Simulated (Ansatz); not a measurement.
Space group P4/mmm (No. 123). a = 2.977 Å, b = 2.977 Å, c = 3.872 Å, α = 90.00°, β = 90.00°, γ = 90.00°
```csv
atom,site,symmetry,x,y,z
Hg,1a,4/mmm,0.0000,0.0000,0.0000
Pt,1d,4/mmm,0.5000,0.5000,0.5000
```

Equation of state of this HgPt structure (not necessarily the ground state), with shape and atoms relaxed at each volume where symmetry leaves them free. It has no gap at any of these volumes. These are results of DFT PBEsol, scalar-relativistic, plane waves, PAW in Ansatz, not measurements.

Settings: cutoff 420 eV, Γ-centred mesh 14×14×12 on the computed 2-atom cell, Gaussian smearing of 0.10 eV; no spin polarisation.

```csv
V (Å³/atom),E − E(largest V) (meV/atom),P (GPa)
15.099,104.43,32.47
15.614,17.80,21.83
16.129,-37.79,13.08
16.643,-67.84,5.90
17.158,-76.96,0.00
17.673,-68.92,-4.83
18.188,-46.87,-8.77
18.874,0.00,-12.90
```

Problem. Fit a third-order Birch–Murnaghan equation to E(V).

Solution. V0 = 17.16 Å³/atom, B0 = 177 GPa, B0' = 5.6.

Spin-orbit coupling is left out, which matters for the bands of heavy elements.